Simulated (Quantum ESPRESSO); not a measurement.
Kohn-Sham bands of Cs (C2/m, model phase)

```yaml
crystal:
  lattice:
    - [3.01901, -4.33813, 0.00000]
    - [3.01901, 4.33813, 0.00000]
    - [-2.57494, 0.00000, 4.41389]
  atoms:
    - { symbol: Cs, position: [0.00000, 0.00000, 0.50000] }
```

Materials Project entry mp-1096915; symmetrised, unrelaxed at this level. This isn't the element's usual structure (bcc); take it as a model of another phase. Level: PBEsol, no spin polarisation, no spin-orbit coupling; pw.x of Quantum ESPRESSO at 40 Ry with PseudoDojo potentials, 8×8×8 k-points, Wannier90. Density: 10×10×10 mesh, cold smearing 0.01 Ry. Spin-orbit coupling is left out although heavy elements are present.

Energies are relative to the Fermi level; weights are on the orthonormalised atomic waves of the pseudopotential files, averaged over the group. 9 electrons a cell are treated as valence.

**Question.** Into which isolated groups do the bands fall, where do they lie and what are they made of?

**Answer.** 
| bands | from (eV) | to (eV) | filling | weight on atomic waves |
|---|---|---|---|---|
| 1 | -23.89 | -23.87 | filled | Cs 5s 100 % |
| 2–4 | -10.75 | -10.59 | filled | Cs 5p 100 % |

No gap over 0.05 eV opens at the Fermi level at this level of theory.
